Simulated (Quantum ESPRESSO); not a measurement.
Ga2AlInP4, one run as intended and one with a planted mistake

Computed values, not a measurement. The program is pw.x of Quantum ESPRESSO 7.5 (plane-wave density functional theory). The cell is made up: 8 atoms on a zincblende/diamond lattice, with randomly drawn elements, strain and displacements, not relaxed. PseudoDojo standard norm-conserving files (v0.5 for PBE, v0.4.1 for LDA and PBEsol) set the functional; there is no spin polarisation, spin-orbit coupling or dispersion term, and the masses in the input are unused placeholders.

Intended input:

```
&control calculation='scf', pseudo_dir='./dojo.nc.sr.pbe.v0_5.standard.upf', outdir='./o', disk_io='low', tprnfor=.true., tstress=.true. /
&system ibrav=0, nat=8, ntyp=4, nbnd=37, ecutwfc=79.96652505, nosym=.true., tot_charge=0,
 occupations='smearing', smearing='fd', degauss=0.0018374661
/
&electrons conv_thr=7.350e-09, electron_maxstep=60, /
ATOMIC_SPECIES
Al 1.0 Al.upf
Ga 1.0 Ga.upf
In 1.0 In.upf
P 1.0 P.upf
CELL_PARAMETERS angstrom
5.3936 -0.0095 0.0566
-0.0095 5.5439 -0.0254
0.0566 -0.0254 5.4238
ATOMIC_POSITIONS angstrom
Ga 0.003 0.003 0.0427
Ga 0.0722 2.7401 2.6626
Al 2.6367 -0.1432 2.6992
In 2.7166 2.7638 0.183
P 1.258 1.2699 1.2865
P 1.4928 3.9654 4.0055
P 4.1802 1.5351 4.1877
P 3.9616 4.0183 1.2866
K_POINTS automatic
4 4 4 1 1 1
```

The log is shortened where brackets say so; the opening notice, blank lines, dates and the lines on written files are dropped, and the path of the files is cut. It prints rydbergs, bohrs and kilobars, and counts compression as positive stress.

Log of the intended run:

```
     Program PWSCF v.7.5
     Parallel version (MPI & OpenMP), running on       4 processor cores
     Number of MPI processes:                 4
     Threads/MPI process:                     1
     [start-up lines left out]
     bravais-lattice index     =            0
     lattice parameter (alat)  =      10.1930  a.u.
     unit-cell volume          =    1094.2997 (a.u.)^3
     number of atoms/cell      =            8
     number of atomic types    =            4
     number of electrons       =        62.00
     number of Kohn-Sham states=           37
     kinetic-energy cutoff     =      79.9665  Ry
     charge density cutoff     =     319.8661  Ry
     scf convergence threshold =      7.3E-09
     mixing beta               =       0.7000
     number of iterations used =            8  plain     mixing
     Exchange-correlation= PBE
                           (   1   4   3   4   0   0   0)
     [axes and pseudopotential details left out]
   Cartesian axes
     site n.     atom                  positions (alat units)
         1        Ga     tau(   1) = (   0.0005562   0.0005562   0.0079163  )
         2        Ga     tau(   2) = (   0.0133855   0.5079993   0.4936312  )
         3        Al     tau(   3) = (   0.4888295  -0.0265485   0.5004166  )
         4        In     tau(   4) = (   0.5036425   0.5123931   0.0339272  )
         5        P      tau(   5) = (   0.2332262   0.2354324   0.2385099  )
         6        P      tau(   6) = (   0.2767568   0.7351631   0.7425974  )
         7        P      tau(   7) = (   0.7749858   0.2845990   0.7763763  )
         8        P      tau(   8) = (   0.7344586   0.7449704   0.2385285  )
     number of k points=    32  Fermi-Dirac smearing, width (Ry)=  0.0018
                       cart. coord. in units 2pi/alat
        k(    1) = (   0.1239257   0.1223966   0.1235910), wk =   0.0625000
        k(    2) = (   0.1213183   0.1235314   0.3722456), wk =   0.0625000
     [further k points left out]
     Dense  grid:   105673 G-vectors     FFT dimensions: (  60,  60,  60)
     Estimated max dynamical RAM per process >     200.54 MB
     Estimated total dynamical RAM >     724.75 MB
     Initial potential from superposition of free atoms
     starting charge      61.9877, renormalised to      62.0000
     Starting wfcs are   47 randomized atomic wfcs
     total cpu time spent up to now is        2.4 secs
     per-process dynamical memory:   143.5 Mb
     Self-consistent Calculation
     iteration #  1     ecut=    79.97 Ry     beta= 0.70
     Davidson diagonalization with overlap
     ethr =  1.00E-02,  avg # of iterations =  4.0
     Threshold (ethr) on eigenvalues was too large:
     Diagonalizing with lowered threshold
     Davidson diagonalization with overlap
     ethr =  6.08E-04,  avg # of iterations =  2.2
     total cpu time spent up to now is        8.4 secs
     total energy              =    -498.73866021 Ry
     estimated scf accuracy    <       0.39283851 Ry
     iteration #  2     ecut=    79.97 Ry     beta= 0.70
     Davidson diagonalization with overlap
     ethr =  6.34E-04,  avg # of iterations =  2.3
     total cpu time spent up to now is       11.2 secs
     total energy              =    -498.83296383 Ry
     estimated scf accuracy    <       0.08647071 Ry
     [iterations 3 to 8 left out]
     iteration #  9     ecut=    79.97 Ry     beta= 0.70
     Davidson diagonalization with overlap
     ethr =  2.75E-10,  avg # of iterations =  3.4
     total cpu time spent up to now is       34.1 secs
     total energy              =    -498.85127798 Ry
     estimated scf accuracy    <          9.2E-09 Ry
     iteration # 10     ecut=    79.97 Ry     beta= 0.70
     Davidson diagonalization with overlap
     ethr =  1.48E-11,  avg # of iterations =  4.2
     total cpu time spent up to now is       37.6 secs
     End of self-consistent calculation
     [lines on levels left out]
!    total energy              =    -498.85127798 Ry
     estimated scf accuracy    <          3.9E-09 Ry
     smearing contrib. (-TS)   =      -0.00000000 Ry
     internal energy E=F+TS    =    -498.85127798 Ry
     The total energy is F=E-TS. E is the sum of the following terms:
     one-electron contribution =    -227.47459965 Ry
     hartree contribution      =     157.91000089 Ry
     xc contribution           =    -142.86000568 Ry
     ewald contribution        =    -286.42667354 Ry
     convergence has been achieved in  10 iterations
     Forces acting on atoms (cartesian axes, Ry/au):
     atom    1 type  2   force =    -0.04260220   -0.05311270   -0.07866798
     atom    2 type  2   force =    -0.01921215    0.00579509   -0.00813626
     atom    3 type  1   force =     0.04357169    0.05535418    0.00902617
     atom    4 type  3   force =    -0.14336112   -0.12724837   -0.11788704
     atom    5 type  4   force =     0.02083772   -0.02178608    0.09450223
     atom    6 type  4   force =    -0.06868216    0.06619358   -0.00458415
     atom    7 type  4   force =     0.01104386   -0.12993164   -0.07670376
     atom    8 type  4   force =     0.19840436    0.20473593    0.18245079
     Total force =     0.472648     Total SCF correction =     0.000209
     Computing stress (Cartesian axis) and pressure
          total   stress  (Ry/bohr**3)                   (kbar)     P=      131.17
   0.00097273   0.00046508   0.00014200          143.09       68.42       20.89
   0.00046508   0.00080052   0.00032589           68.42      117.76       47.94
   0.00014200   0.00032589   0.00090176           20.89       47.94      132.65
     init_run     :      2.20s CPU      2.29s WALL (       1 calls)
     electrons    :     35.05s CPU     35.24s WALL (       1 calls)
     forces       :      0.69s CPU      0.69s WALL (       1 calls)
     stress       :      2.26s CPU      2.26s WALL (       1 calls)
     [timing details left out]
     PWSCF        :     40.34s CPU     40.63s WALL
     JOB DONE.
```

A second run has one planted mistake: the cell and the positions are scaled by a wrong factor. The input lines that differ, file-writing options aside:

```
- 5.3936 -0.0095 0.0566
+ 5.3332 -0.0094 0.056
- -0.0095 5.5439 -0.0254
+ -0.0094 5.4818 -0.0251
- 0.0566 -0.0254 5.4238
+ 0.056 -0.0251 5.3631
- Ga 0.003 0.003 0.0427
+ Ga 0.003 0.003 0.0422
- Ga 0.0722 2.7401 2.6626
+ Ga 0.0714 2.7094 2.6328
- Al 2.6367 -0.1432 2.6992
+ Al 2.6072 -0.1416 2.669
- In 2.7166 2.7638 0.183
+ In 2.6862 2.7328 0.181
- P 1.258 1.2699 1.2865
+ P 1.2439 1.2557 1.2721
- P 1.4928 3.9654 4.0055
+ P 1.4761 3.921 3.9606
- P 4.1802 1.5351 4.1877
+ P 4.1334 1.5179 4.1408
- P 3.9616 4.0183 1.2866
+ P 3.9172 3.9733 1.2722
```

Its log:

```
     Program PWSCF v.7.5
     Parallel version (MPI & OpenMP), running on       4 processor cores
     Number of MPI processes:                 4
     Threads/MPI process:                     1
     [start-up lines left out]
     bravais-lattice index     =            0
     lattice parameter (alat)  =      10.0789  a.u.
     unit-cell volume          =    1057.9506 (a.u.)^3
     number of atoms/cell      =            8
     number of atomic types    =            4
     number of electrons       =        62.00
     number of Kohn-Sham states=           37
     kinetic-energy cutoff     =      79.9665  Ry
     charge density cutoff     =     319.8661  Ry
     scf convergence threshold =      7.3E-09
     mixing beta               =       0.7000
     number of iterations used =            8  plain     mixing
     Exchange-correlation= PBE
                           (   1   4   3   4   0   0   0)
     [axes and pseudopotential details left out]
   Cartesian axes
     site n.     atom                  positions (alat units)
         1        Ga     tau(   1) = (   0.0005625   0.0005625   0.0079122  )
         2        Ga     tau(   2) = (   0.0133871   0.5079964   0.4936344  )
         3        Al     tau(   3) = (   0.4888345  -0.0265492   0.5004216  )
         4        In     tau(   4) = (   0.5036465   0.5123838   0.0339364  )
         5        P      tau(   5) = (   0.2332239   0.2354363   0.2385112  )
         6        P      tau(   6) = (   0.2767600   0.7351642   0.7425890  )
         7        P      tau(   7) = (   0.7749879   0.2845972   0.7763754  )
         8        P      tau(   8) = (   0.7344517   0.7449702   0.2385299  )
     number of k points=    32  Fermi-Dirac smearing, width (Ry)=  0.0018
                       cart. coord. in units 2pi/alat
        k(    1) = (   0.1239251   0.1223968   0.1235890), wk =   0.0625000
        k(    2) = (   0.1213162   0.1235309   0.3722419), wk =   0.0625000
     [further k points left out]
     Dense  grid:   102235 G-vectors     FFT dimensions: (  60,  60,  60)
     Estimated max dynamical RAM per process >     194.61 MB
     Estimated total dynamical RAM >     703.55 MB
     Initial potential from superposition of free atoms
     starting charge      61.9877, renormalised to      62.0000
     Starting wfcs are   47 randomized atomic wfcs
     total cpu time spent up to now is        2.3 secs
     per-process dynamical memory:   146.7 Mb
     Self-consistent Calculation
     iteration #  1     ecut=    79.97 Ry     beta= 0.70
     Davidson diagonalization with overlap
     ethr =  1.00E-02,  avg # of iterations =  4.1
     Threshold (ethr) on eigenvalues was too large:
     Diagonalizing with lowered threshold
     Davidson diagonalization with overlap
     ethr =  6.15E-04,  avg # of iterations =  2.8
     total cpu time spent up to now is        8.3 secs
     total energy              =    -498.70068667 Ry
     estimated scf accuracy    <       0.40095892 Ry
     iteration #  2     ecut=    79.97 Ry     beta= 0.70
     Davidson diagonalization with overlap
     ethr =  6.47E-04,  avg # of iterations =  2.2
     total cpu time spent up to now is       11.3 secs
     total energy              =    -498.79653564 Ry
     estimated scf accuracy    <       0.08106912 Ry
     [iterations 3 to 8 left out]
     iteration #  9     ecut=    79.97 Ry     beta= 0.70
     Davidson diagonalization with overlap
     ethr =  2.08E-10,  avg # of iterations =  3.6
     total cpu time spent up to now is       33.8 secs
     total energy              =    -498.81361290 Ry
     estimated scf accuracy    <       0.00000001 Ry
     iteration # 10     ecut=    79.97 Ry     beta= 0.70
     Davidson diagonalization with overlap
     ethr =  1.78E-11,  avg # of iterations =  3.2
     total cpu time spent up to now is       36.8 secs
     End of self-consistent calculation
     [lines on levels left out]
!    total energy              =    -498.81361290 Ry
     estimated scf accuracy    <          2.8E-09 Ry
     smearing contrib. (-TS)   =      -0.00000000 Ry
     internal energy E=F+TS    =    -498.81361290 Ry
     The total energy is F=E-TS. E is the sum of the following terms:
     one-electron contribution =    -222.39897132 Ry
     hartree contribution      =     156.26062966 Ry
     xc contribution           =    -143.00486732 Ry
     ewald contribution        =    -289.67040392 Ry
     convergence has been achieved in  10 iterations
     Forces acting on atoms (cartesian axes, Ry/au):
     atom    1 type  2   force =    -0.04629483   -0.05962985   -0.08487163
     atom    2 type  2   force =    -0.02051680    0.00834213   -0.01132715
     atom    3 type  1   force =     0.04797879    0.06262551    0.01001646
     atom    4 type  3   force =    -0.15641261   -0.13644379   -0.12399549
     atom    5 type  4   force =     0.02160115   -0.02429570    0.10137047
     atom    6 type  4   force =    -0.07381898    0.06947569   -0.00349484
     atom    7 type  4   force =     0.01229804   -0.13975604   -0.08321903
     atom    8 type  4   force =     0.21516523    0.21968203    0.19552120
     Total force =     0.509231     Total SCF correction =     0.000196
     Computing stress (Cartesian axis) and pressure
          total   stress  (Ry/bohr**3)                   (kbar)     P=      174.30
   0.00126811   0.00052545   0.00015783          186.55       77.30       23.22
   0.00052545   0.00109303   0.00035678           77.30      160.79       52.48
   0.00015783   0.00035678   0.00119338           23.22       52.48      175.55
     init_run     :      2.15s CPU      2.23s WALL (       1 calls)
     electrons    :     34.32s CPU     34.51s WALL (       1 calls)
     forces       :      0.66s CPU      0.68s WALL (       1 calls)
     stress       :      2.15s CPU      2.15s WALL (       1 calls)
     [timing details left out]
     PWSCF        :     39.40s CPU     39.71s WALL
     JOB DONE.
```

|  | intended run | run with the mistake |
| --- | --- | --- |
| free energy (eV) | -6787.217 | -6786.705 |
| smearing term -TS (eV) | 0.0000 | 0.0000 |
| pressure (GPa) | 13.12 | 17.43 |
| largest force component (eV/Å) | 5.264 | 5.648 |
| largest change of a force component (eV/Å) |  | 0.431 |
| iterations | 10 | 10 |

For scale, a rerun of the intended cell at 1377 eV and a 6 x 6 x 6 mesh moved values by no more than 0.008 eV in energy, 0.02 GPa in stress and 0.002 eV/Å in force.